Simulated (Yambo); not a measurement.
Input:

```xyz
6
Lattice="0.0000 3.4532 3.4532 3.4532 0.0000 3.4532 3.4532 3.4532 0.0000" Properties=species:S:1:pos:R:3 pbc="T T T"
H      4.1606     2.7459     4.1606
H      4.1606     4.1606     2.7459
H      2.7459     2.7459     2.7459
H      2.7459     4.1606     4.1606
B      3.4532     3.4532     3.4532
Rb     0.0000     0.0000     0.0000
```

Workflow: norm-conserving LDA (Quantum ESPRESSO, 76 Ry, without SOC), then G0W0 in Yambo (4×4×4 Γ-centred k mesh, 143 bands and a 8 Ry block in the screening, 143 bands in G with the Bruneval-Gonze terminator, plasmon pole fitted at 27.2 eV).

Give the LDA and G0W0 gaps between the band edges found on this mesh, and say where the edges lie.

Edges: Γ → X. LDA: 5.63 eV; G0W0: 8.91 eV. Nearest settings tried, and what they do to the gap: 109 bands in W, 109 bands in G: -18 meV; 6 Ry block (169 vectors against 229): -47 meV; 2×2×2 mesh: -67 meV. So the settings aren't converged at that level. 

Geometry of the Materials Project entry, not relaxed at this level.

The structure is a Materials Project entry; no match was found in the copy of COD used, and its stability was not checked.
